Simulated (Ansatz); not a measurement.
## Relaxing a structure of WSe₂

The start is a generated cell, WSe2 placed in the AFLOW prototype AB2_cF48_227_c_e (as in Ti2C). The cell and all atomic positions are relaxed at zero pressure with PBE (plane waves to 420 eV, PAW, scalar-relativistic; Ansatz, a quantum-chemistry and plane-wave program). The first steps use a coarse 3×3×3 k-mesh.

Input geometry:
```yaml
crystal:
  lattice:
    - [0.00000, 5.09772, 5.09772]
    - [5.09772, 0.00000, 5.09772]
    - [5.09772, 5.09772, 0.00000]
  atoms:
    - { symbol: W, position: [0.62500, 0.62500, 0.62500] }
    - { symbol: W, position: [0.12500, 0.62500, 0.62500] }
    - { symbol: W, position: [0.62500, 0.12500, 0.62500] }
    - { symbol: W, position: [0.62500, 0.62500, 0.12500] }
    - { symbol: Se, position: [0.87000, 0.87000, 0.87000] }
    - { symbol: Se, position: [0.39000, 0.87000, 0.87000] }
    - { symbol: Se, position: [0.87000, 0.39000, 0.87000] }
    - { symbol: Se, position: [0.87000, 0.87000, 0.39000] }
    - { symbol: Se, position: [0.38000, 0.38000, 0.38000] }
    - { symbol: Se, position: [0.86000, 0.38000, 0.38000] }
    - { symbol: Se, position: [0.38000, 0.86000, 0.38000] }
    - { symbol: Se, position: [0.38000, 0.38000, 0.86000] }
```

Task: What is the largest force in the starting geometry, and on which atom (counted from 1)?

Result: About 2.3 eV/Å, on Se5, Se6, Se7, Se8, Se9, Se10, Se11, Se12 (atoms numbered as listed).

Task: How does the volume change?

Result: -6.8 %, from 22.08 to 20.57 Å³/atom.

Task: What band gap does the relaxed structure have at this level?

Result: Zero (metallic).

Task: What does it relax into? Give the structure.

Result: 
```cif
data_Se32W16
_chemical_formula_sum 'W16 Se32'
_space_group_name_H-M_alt 'Fd-3m :1'
_space_group_IT_number 227
_space_group_name_Hall 'F 4d 2 3 -1d'
_cell_length_a 9.95728
_cell_length_b 9.95728
_cell_length_c 9.95728
_cell_angle_alpha 90.000
_cell_angle_beta 90.000
_cell_angle_gamma 90.000
loop_
_atom_site_label
_atom_site_type_symbol
_atom_site_symmetry_multiplicity
_atom_site_Wyckoff_symbol
_atom_site_fract_x
_atom_site_fract_y
_atom_site_fract_z
_atom_site_occupancy
W1 W 16 d 0.62500 0.62500 0.62500 1
Se1 Se 32 e 0.36732 0.36732 0.36732 1
```
(The calculation used a cell of 12 atoms; values per cell refer to that cell.)

The space group stays Fd-3m (No. 227) (the run could not lower it); the end is AFLOW prototype AB2_cF48_227_c_e (as in Ti2C), with 12 atoms in the primitive cell. Final values are on a 7×7×7 k-mesh of the relaxed cell. No spin polarisation in the result.

The run could not lose the symmetry of its start, so the end can be a saddle point.

The relaxed structure here is a generated cell of WSe2: the first start was made by placing the elements on the sites of a structure type, and the end was not matched to a known phase here, so it may be hypothetical. Known forms of WSe2 include space group No. 194.
